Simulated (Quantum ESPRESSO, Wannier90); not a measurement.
CsPbCl3 (R32), plane waves to Wannier functions

```xyz
5
Lattice="4.0032 2.3112 3.2956 -4.0032 2.3112 3.2956 0.0000 -4.6224 3.2956" Properties=species:S:1:pos:R:3 pbc="T T T"
Cs     0.0000     0.0000     4.9433
Pb     0.0000     0.0000     0.0000
Cl     1.9271     1.2846     1.6478
Cl    -2.0760     1.0266     1.6478
Cl     0.1489    -2.3112     1.6478
```

Materials Project entry mp-675022; symmetrised, unrelaxed at this level. Not found in the COD (Crystallography Open Database) copy used, which has the formula in other groups; not checked further. Computed values, not measurements, from PBEsol: Quantum ESPRESSO (norm-conserving PseudoDojo potentials, cutoff 50 Ry, no spin polarisation, no spin-orbit coupling) on a Γ-centred 6×6×6 mesh, then Wannier90. Density: 6×6×6 mesh, cold smearing 0.01 Ry. Spin-orbit coupling is left out although heavy elements are present.

A tight-binding model is made by disentanglement and projection with no localisation steps (num_iter = 0), so the 16 orbitals stay atom-like: hydrogen-like Cs: s; Pb: p; Cl: s;p, axes along x, y, z; frozen window up to 3.51 eV relative to the valence-band maximum. It follows pw.x to 1.2 meV rms for states up to 3.0 eV relative to the valence-band maximum. Matrix elements depend on this choice of orbitals and windows. Bands 10–13 (Cs 5p 74 %, Pb 6s 18 %, Cl 3p 6 %) lie between the kept ones and are excluded.

Question: Which pairs of orbitals on different sites are coupled most strongly? Give distance, modulus and how many such pairs a cell has.

Answer: 
```
orbital  orbital  distance of the centres (Å)  modulus (eV)  pairs
-------  -------  ---------------------------  ------------  -----
Cl py      Pb pz                         2.84          1.08      2
Cl pz      Pb py                         2.85          1.07      2
Cl py      Pb py                         2.85          1.04      2
Cl px      Pb pz                         2.84          0.96      2
Cl pz      Pb px                         2.88          0.96      2
Cl px      Pb pz                         2.84          0.90      2
Cl pz      Pb px                         2.81          0.90      2
Cl s       Pb py                         2.85          0.75      2
Cl px      Pb px                         2.88          0.75      2
Cl py      Pb px                         2.80          0.71      2
Cl px      Pb py                         2.88          0.70      2
Cl s       Pb px                         2.88          0.68      2
Cl s       Pb px                         2.80          0.62      2
Cl px      Pb py                         2.80          0.60      2
Cl py      Pb px                         2.89          0.60      2
Cl py      Pb pz                         2.84          0.59      2
Cl pz      Pb py                         2.88          0.58      2
Cl px      Pb px                         2.81          0.57      2
Cl s       Pb pz                         2.84          0.54      6
Cl pz      Pb py                         2.80          0.49      2
Cl py      Pb pz                         2.84          0.49      2
Cl px      Pb px                         2.84          0.47      2
Cl s       Pb py                         2.88          0.43      2
Cl px       Cs s                         3.84          0.39      1
Cl py       Cs s                         3.85          0.34      2
Cl s       Pb py                         2.80          0.33      2
Cl px       Cs s                         4.16          0.32      1
Cl pz      Pb pz                         2.84          0.30      6
Cl pz       Cs s                         4.03          0.29      6
Cl s        Cs s                         3.86          0.28      3
```
